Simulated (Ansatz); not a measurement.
## From the elastic tensor of Be₃ZnTe₄ to moduli and sound speeds

All numbers below come from DFT PBE, scalar-relativistic, plane waves, PAW in Ansatz 0.2.0. Cutoff 420 eV, 6×6×6 k-points (Γ-centred), fixed occupations. No spin polarisation.

Space group P-43m (No. 215), cubic, a = 5.796 Å. Be has 4 Te at 2.48 Å; around Zn lie 4 Te at 2.62 Å; Te has 3 Be at 2.48 Å and 1 Zn at 2.62 Å.

The cell was found from a structure generator's guess, not taken from experiment. Spin–orbit coupling is left out, which matters for heavy elements.

Relaxed-ion constants (GPa, on the Cartesian axes of the calculation):
```
86.2 36.5 36.5  0.0  0.0  0.0
36.5 86.2 36.5  0.0  0.0  0.0
36.5 36.5 86.2  0.0  0.0  0.0
 0.0  0.0  0.0 42.4  0.0  0.0
 0.0  0.0  0.0  0.0 42.4  0.0
 0.0  0.0  0.0  0.0  0.0 42.4
```

Density 5.142 g/cm³; 8 atoms in 194.67 Å³.

With S = C⁻¹: B_V = (C11+C22+C33+2(C12+C13+C23))/9, G_V = (C11+C22+C33−C12−C13−C23+3(C44+C55+C66))/15, 1/B_R = S11+S22+S33+2(S12+S13+S23), 15/G_R = 4(S11+S22+S33−S12−S13−S23)+3(S44+S55+S66); Hill is their mean. Then v_l = √((B+4G/3)/ρ), v_t = √(G/ρ), v_m = [(2/v_t³+1/v_l³)/3]^(−1/3) and Θ = (ħ/k_B)·v_m·(6π²n/V)^(1/3) for n atoms in the volume V; E = 9BG/(3B+G), ν = (3B−2G)/(2(3B+G)) and A^U = 5G_V/G_R + B_V/B_R − 6.

```
Bulk modulus, Voigt / Reuss / Hill          : 53.0 / 53.0 / 53.0 GPa
Shear modulus, Voigt / Reuss / Hill         : 35.4 / 33.1 / 34.2 GPa
Young's modulus                             : 84 GPa
Poisson ratio                               : 0.235
Pugh ratio B/G                              : 1.55 (under 1.75, the rule of thumb for brittle)
Universal anisotropy index                  : 0.35
Longitudinal and transverse sound speeds    : 4380 and 2579 m/s
Debye temperature from the mean sound speed : 294 K
```
